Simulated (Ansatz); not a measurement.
This guess for Al3B2As is about to be relaxed.

```
Al B As
1.0
     2.63502   -4.29059    0.00000
     2.63502    4.29059    0.00000
     0.00000    0.00000    3.95543
Al B As
3 2 1
Cartesian
  2.6350 2.9531 0.0000
  2.6350 -2.9531 0.0000
  0.0000 0.0000 1.9777
  1.3175 2.1453 1.9777
  1.3175 -2.1453 1.9777
  2.6350 0.0000 0.0000
```

The calculation used DFT PBE, scalar-relativistic, plane waves, PAW (Ansatz). Cutoff 420 eV, Gaussian smearing, Γ-centred meshes. Cell and atoms relax first on a coarse mesh and then on a finer one. In between, the cell is made exact in the group found at 0.06 Å. In metals the finer mesh still leaves noise of several meV/atom or more. The steps can't lower the symmetry of their start. No spin polarisation.

A guess keeps its type if space group and coordination stay and the shape of the cell changes little (axis ratios within about 15 %, angles within 6°); the volume may change.

Question: Does this structure survive the relaxation?

Answer: It doesn't keep its type. The symmetry stays Cmmm (No. 65). The volume per atom shrinks by 2.4 %, from 14.9 to 14.6 Å³. The shortest distance goes from 2.39 Å (Al–Al) to 1.68 Å (B–B). Counting neighbours within 15 % of an atom's shortest distance, the start has Al 7/8, As 18, B 8 and the end Al 4/8, As 8, B 2. In detail, at the end Al on a site of symmetry m2m has 4 B at 2.41 Å, 2 As at 2.77 Å and 4 Al at 2.91–2.93 Å; B has 2 B at 1.68 Å and 4 Al at 2.41 Å; As is surrounded by 4 Al at 2.54 Å and 4 Al at 2.77 Å; 1 more site not described.

```yaml
crystal:
  lattice:
    - [1.68045, -6.80374, 0.00000]
    - [1.68045, 6.80374, 0.00000]
    - [0.00000, 0.00000, 3.81912]
  atoms:
    - { symbol: Al, position: [0.16174, 0.83826, 0.00000] }
    - { symbol: Al, position: [0.83826, 0.16174, 0.00000] }
    - { symbol: Al, position: [0.00000, 0.00000, 0.50000] }
    - { symbol: B, position: [0.00000, 0.50000, 0.50000] }
    - { symbol: B, position: [0.50000, 0.00000, 0.50000] }
    - { symbol: As, position: [0.50000, 0.50000, 0.00000] }
```

The last run used a 12×12×10 mesh (in the run's order of axes) for its 6-atom cell and Gaussian smearing of 0.10 eV. Symmetry constrained the relaxation, so the result can be a saddle point. Another cell of Al3B2As relaxed alike, in C2, lies 251 meV/atom lower, so this cell isn't the stable form at this level.

In counts of neighbours, a slash parts the counts of unlike sites.
